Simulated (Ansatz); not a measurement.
ScAl (CsCl type, Pm-3m) under volume change, r²SCAN (plane waves, PAW; program Ansatz), scaled uniformly.

```json
[
 {"V (Å³/atom)": "17.409", "E − E(relaxed) (meV/atom)": "46.4", "P (GPa)": "9.32"},
 {"V (Å³/atom)": "17.983", "E − E(relaxed) (meV/atom)": "19.6", "P (GPa)": "5.75"},
 {"V (Å³/atom)": "18.556", "E − E(relaxed) (meV/atom)": "4.7", "P (GPa)": "2.67"},
 {"V (Å³/atom)": "19.130", "E − E(relaxed) (meV/atom)": "0.0", "P (GPa)": "0.00"},
 {"V (Å³/atom)": "19.704", "E − E(relaxed) (meV/atom)": "4.2", "P (GPa)": "-2.28"},
 {"V (Å³/atom)": "20.278", "E − E(relaxed) (meV/atom)": "___", "P (GPa)": "___"},
 {"V (Å³/atom)": "20.852", "E − E(relaxed) (meV/atom)": "___", "P (GPa)": "___"}
]
```

### Question
What belongs in the gaps?

### Answer

- 20.852, E − E(relaxed) (meV/atom): 34.1
- 20.852, P (GPa): -5.91
- 20.278, E − E(relaxed) (meV/atom): 15.9
- 20.278, P (GPa): -4.20

### Question
What does a third-order Birch–Murnaghan fit give for V₀, B₀ and B′?

### Answer
V₀ = 19.13 Å³/atom, B₀ = 81.6 GPa, B′ = 4.0.

The first step of the workflow began from a Materials Project structure, measured or hypothetical; the Crystallography Open Database copy checked does not list it. With Sc and Al taken as one species the cell has the higher symmetry Im-3m, so it may be an ordered model of a mixed-site phase. Its standing as an ambient phase is unchecked. The cell was relaxed with r²SCAN under the symmetry of its start; of distortions, only those at the zone centre were tested. The run is not spin-polarised.

Potentials: the later of the program's two PAW sets.
